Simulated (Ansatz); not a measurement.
# Relativity in BiTe

```
CELL_PARAMETERS angstrom
0.00000 3.23500 3.23500
3.23500 0.00000 3.23500
3.23500 3.23500 0.00000
ATOMIC_POSITIONS crystal
Bi 0.00000 0.00000 0.00000
Te 0.50000 0.50000 0.50000
```

Atoms are numbered in the order listed.

The conventional cell has a = 6.470 Å, b = 6.470 Å, c = 6.470 Å, α = 90.00°, β = 90.00°, γ = 90.00°. Around Bi (atom 1) lie 6 Te at 3.23 Å. Around Te (atom 2) lie 6 Bi at 3.23 Å.

The cell is COD entry 9008604, as deposited and not checked against the literature; nothing was relaxed.

One fixed cell is solved with PBE by frozen-core PAW in Ansatz 0.2.0 under different relativistic treatments. Pressure is positive in compression.

Sampling and basis: a Γ-centred 10×10×10 k mesh, Fermi–Dirac smearing of 0.08 eV, cutoff 420 eV, no spin polarisation.

**Question.** One of the runs gave P (GPa) = 0.79, lowest level at Γ above −25 eV, from the valence-band top or, without a gap, the Fermi level (eV) = -23.17. Which setting was it?
A. with spin–orbit coupling
B. scalar-relativistic

**Answer.** B. The full set:
```json
{"setting": "scalar-relativistic", "P (GPa)": "0.79", "lowest level at Γ above −25 eV, from the valence-band top or, without a gap, the Fermi level (eV)": "-23.17"}
{"setting": "with spin–orbit coupling", "P (GPa)": "2.12", "lowest level at Γ above −25 eV, from the valence-band top or, without a gap, the Fermi level (eV)": "-24.50"}
```
